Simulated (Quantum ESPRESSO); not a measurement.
MgAlGaO4 (made-up cell, one site empty) (calculated)

All values are calculated (Quantum ESPRESSO 7.5). Calculation on a made-up crystal cell, not a measurement, run twice, once with a planted mistake found by running each candidate: periodic Kohn-Sham density functional theory in plane waves with PseudoDojo standard norm-conserving scalar-relativistic pseudopotentials, each functional with its own files (v0.5 for PBE, v0.4.1 for LDA and PBEsol), no spin polarisation, no spin-orbit coupling, atoms not relaxed, stress positive in tension, energies less a fixed whole-eV offset for each atom's element; levels are Kohn-Sham levels at fractions of this cell's reciprocal vectors, counted from the reference band (half the neutral cell's valence electrons, rounded up) at Gamma; error bars cover cutoff and k-mesh only, not smearing or the files; each bar is the largest change over components, and at least 0.002 eV, 0.002 eV per angstrom or 0.02 GPa; a charged cell sits in a uniform background, with energy and stress on this program's zero of potential; energies are for the whole cell, and the offsets were chosen from early runs and are not element reference energies; a distance is the largest change of any value in units of its error bar (the energy's for the smearing term), a scale change is of lengths, and a coarse mesh keeps the half-step shift.

MgAlGaO4 (made-up cell, one site empty)

Intended structure:
```
MgAlGaO4
1.0
      4.5257     0.0169    -0.0273
      0.0169     4.5684     0.0232
     -0.0273     0.0232     4.5101
Ga Al Mg O
1 1 1 4
Direct
  -0.01176 -0.00265 -0.00318
  0.01732 0.48792 0.51339
  0.47845 0.50376 0.00576
  0.25996 0.25573 0.26826
  0.26107 0.74497 0.74824
  0.74646 0.24332 0.74921
  0.74042 0.73271 0.25712
```

* lattice type: zincblende/diamond
* empty site: 3
* intended functional: pbe
* intended cutoff: 1143 eV
* intended fermi dirac smearing: 0.025 eV
* intended scf tolerance: 1e-07 eV
* intended electrons removed: 0
* healthy free energy less offsets: 2.496 eV
* healthy scf iterations: 12
* healthy smearing term minus ts: 0 eV
* healthy pressure: -12.74 GPa
* healthy stress xx: 12.97 GPa
* healthy stress yy: 13.27 GPa
* healthy stress zz: 11.97 GPa
* healthy stress yz: 2.68 GPa
* healthy stress xz: -2.23 GPa
* healthy stress xy: 1.77 GPa
* healthy reference band: 25
* faulty free energy less offsets: 2.597 eV
* faulty scf iterations: 3
* faulty smearing term minus ts: 0 eV
* faulty pressure: -17.63 GPa
* faulty stress xx: 18.25 GPa
* faulty stress yy: 17.63 GPa
* faulty stress zz: 17 GPa
* faulty stress yz: 2.57 GPa
* faulty stress xz: -2.15 GPa
* faulty stress xy: 2.27 GPa
* faulty reference band: 25
* candidate k points along each vector: 1
* candidate cutoff: 718 eV
* candidate smearing: 0.86 eV
* candidate functional: pbesol
* candidate scf tolerance: 0.5 eV
* candidate electrons removed: -1
* candidate scale change: 1.29 percent
* candidate first exchanged site: 1
* candidate second exchanged site: 7
* intended k mesh: 4 x 4 x 4, shifted by half a step
* structure shown: as intended, without the mistake
* fault kind: loose scf
* other mistakes compared: 7
* distance from healthy: 179 error bars
* distance from nearest other mistake: 166.7 error bars
* healthy error bar energy: 0.002 eV
* healthy error bar stress: 0.02952 GPa
* healthy error bar force: 0.006062 eV/Å
* healthy error bar next band up: 0.002 eV

Atoms:
| atoms element | atom site | atom energy offset (eV) |
| --- | --- | --- |
| Ga | 1 | -2080 |
| Al | 2 | -64 |
| Mg | 4 | -1617 |
| O | 5 | -452 |
| O | 6 | -452 |
| O | 7 | -452 |
| O | 8 | -452 |

Healthy forces:
| site | x (eV/Å) | y (eV/Å) | z (eV/Å) |
| --- | --- | --- | --- |
| 1 | 0.11 | -0.436 | 0.752 |
| 2 | -0.898 | 0.323 | -0.633 |
| 4 | 1.515 | -0.705 | 0.313 |
| 5 | -2.813 | 0.099 | 0.048 |
| 6 | -3.245 | -0.196 | -0.567 |
| 7 | 2.27 | 1.164 | -0.034 |
| 8 | 3.061 | -0.249 | 0.122 |

Healthy levels:
| level k point | next band up (eV) |
| --- | --- |
| Gamma | 2.032 |
| (1/2,1/2,1/2) | 4.163 |
| (0.15,0,0) | 2.483 |
| (0,0.15,0) | 2.491 |
| (0,0,0.15) | 2.502 |

Faulty forces:
| site | x (eV/Å) | y (eV/Å) | z (eV/Å) |
| --- | --- | --- | --- |
| 1 | 1.035 | -0.528 | 1.237 |
| 2 | -1.034 | 0.356 | -0.662 |
| 4 | 1.173 | -0.772 | 0.169 |
| 5 | -2.577 | 0.519 | 0.218 |
| 6 | -2.868 | -0.285 | -0.873 |
| 7 | 1.678 | 1.168 | -0.276 |
| 8 | 2.593 | -0.459 | 0.188 |

Faulty levels:
| level k point | next band up (eV) |
| --- | --- |
| Gamma | 1.795 |
| (1/2,1/2,1/2) | 3.896 |
| (0.15,0,0) | 2.233 |
| (0,0.15,0) | 2.241 |
| (0,0,0.15) | 2.253 |

Candidate mistake: coarse kmesh, low cutoff, wide smearing, wrong functional, loose scf, wrong charge, cell scaled, atoms exchanged
